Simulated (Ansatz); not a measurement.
Relaxed PtSb$_{2}$ (space group Pa-3):

```xyz
12
Lattice="6.5533 0.0000 0.0000 0.0000 6.5533 0.0000 0.0000 0.0000 6.5533" Properties=species:S:1:pos:R:3 pbc="T T T"
Sb     2.4568     0.8198     5.7335
Sb     4.0965     5.7335     0.8198
Sb     0.8198     5.7335     2.4568
Sb     5.7335     0.8198     4.0965
Sb     5.7335     2.4568     0.8198
Sb     0.8198     4.0965     5.7335
Sb     4.0965     4.0965     4.0965
Sb     2.4568     2.4568     2.4568
Pt     0.0000     3.2766     3.2766
Pt     3.2766     3.2766     0.0000
Pt     3.2766     0.0000     3.2766
Pt     0.0000     0.0000     0.0000
```

The atoms are displaced by Q × the pattern below (from a DFPT mode at Γ, largest move 1; Q in Å), at fixed cell. It is one choice among 3 degenerate patterns.

```
atom       x       y       z
----  ------  ------  ------
Sb1   -0.544  -0.525  -0.655
Sb2    0.544   0.525   0.655
Sb3    0.544   0.525  -0.655
Sb4   -0.544  -0.525   0.655
Sb5    0.544  -0.525  -0.655
Sb6   -0.544   0.525   0.655
Sb7   -0.544   0.525  -0.655
Sb8    0.544  -0.525   0.655
```

Atoms not listed stay in place.

Computed with PBE (plane waves to 420 eV, PAW, scalar-relativistic; Ansatz, a quantum-chemistry and plane-wave program). k mesh 6×6×6 (Γ-centred), Fermi-Dirac smearing 0.05 eV. E stands for the smeared free energy. With partly filled bands, energies and forces of such displacements shift with the k mesh and the smearing. At this level the bands of PtSb2 touch or barely overlap; measurements give the solid a gap. PtSb2 is run without spin polarisation. PtSb2 was relaxed with its symmetry unable to fall. Spin-orbit coupling is left out, though Pt and Sb are heavy. ΔE is measured from the undisplaced structure. The last digit holds for this mesh only.

```csv
Q (Å),ΔE (meV/cell)
-0.180,withheld
-0.150,1168.7
-0.120,749.7
-0.090,422.4
-0.060,188.0
-0.030,47.0
0.000,0.0
0.030,47.0
0.060,188.0
0.090,422.4
0.120,749.7
0.150,1168.7
0.180,withheld
```

Q: Fit an even polynomial form (powers 2, 4) to the given rows and predict ΔE at Q = -0.180.

A: Least squares on the 11 given rows: ΔE = (52270)·Q² + (-14560)·Q⁴, in meV/cell with Q in Å; root-mean-square residual 0.02 meV/cell. At -0.180 the fit gives 1678.3 meV/cell; the calculation gives 1678.0 meV/cell, so the extrapolation is off by 0.3 (+0.0 %). The quadratic term alone would give 1693.5 meV/cell.

(For displaced atoms, the force is minus the slope of the energy, and its curvature is a force constant, which sets phonon frequencies.)
